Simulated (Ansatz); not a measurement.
**From the elastic tensor of Cu₂Ni to moduli and sound speeds**

Method: DFT PBE, scalar-relativistic, plane waves, PAW in Ansatz 0.2.0. Plane waves to 420 eV; Γ-centred k mesh 20×20×20; Fermi-Dirac smearing of 0.15 eV. No spin polarisation.

Space group I4/mmm (No. 139), tetragonal, a = 2.538 Å, c = 10.765 Å. Cu is surrounded by 4 Ni at 2.52 Å and 8 Cu at 2.54–2.57 Å; Ni has 8 Cu at 2.52 Å and 4 Ni at 2.54 Å.

The cell was found from a structure generator's guess, not taken from experiment. In a metal, frequencies and elastic constants depend on the k mesh and the smearing, soft modes and shear constants most.

Relaxed-ion constants (GPa, on the Cartesian axes of the calculation):
```
202.2 133.1 138.6   0.0   0.0   0.0
133.1 202.2 138.6   0.0   0.0   0.0
138.6 138.6 196.2   0.0   0.0   0.0
  0.0   0.0   0.0  94.4   0.0   0.0
  0.0   0.0   0.0   0.0  94.4   0.0
  0.0   0.0   0.0   0.0   0.0  86.9
```

Density 8.899 g/cm³; 3 atoms in 34.67 Å³.

With S = C⁻¹: B_V = (C11+C22+C33+2(C12+C13+C23))/9, G_V = (C11+C22+C33−C12−C13−C23+3(C44+C55+C66))/15, 1/B_R = S11+S22+S33+2(S12+S13+S23), 15/G_R = 4(S11+S22+S33−S12−S13−S23)+3(S44+S55+S66); Hill is their mean. Then v_l = √((B+4G/3)/ρ), v_t = √(G/ρ), v_m = [(2/v_t³+1/v_l³)/3]^(−1/3) and Θ = (ħ/k_B)·v_m·(6π²n/V)^(1/3) for n atoms in the volume V; E = 9BG/(3B+G), ν = (3B−2G)/(2(3B+G)) and A^U = 5G_V/G_R + B_V/B_R − 6.

* Bulk modulus, Voigt / Reuss / Hill: 157.9 / 157.9 / 157.9 GPa
* Shear modulus, Voigt / Reuss / Hill: 67.8 / 51.9 / 59.9 GPa
* Young's modulus: 159 GPa
* Poisson ratio: 0.332
* Pugh ratio B/G: 2.64 (over 1.75, the rule of thumb for ductile)
* Universal anisotropy index: 1.53
* Longitudinal and transverse sound speeds: 5169 and 2594 m/s
* Debye temperature from the mean sound speed: 383 K
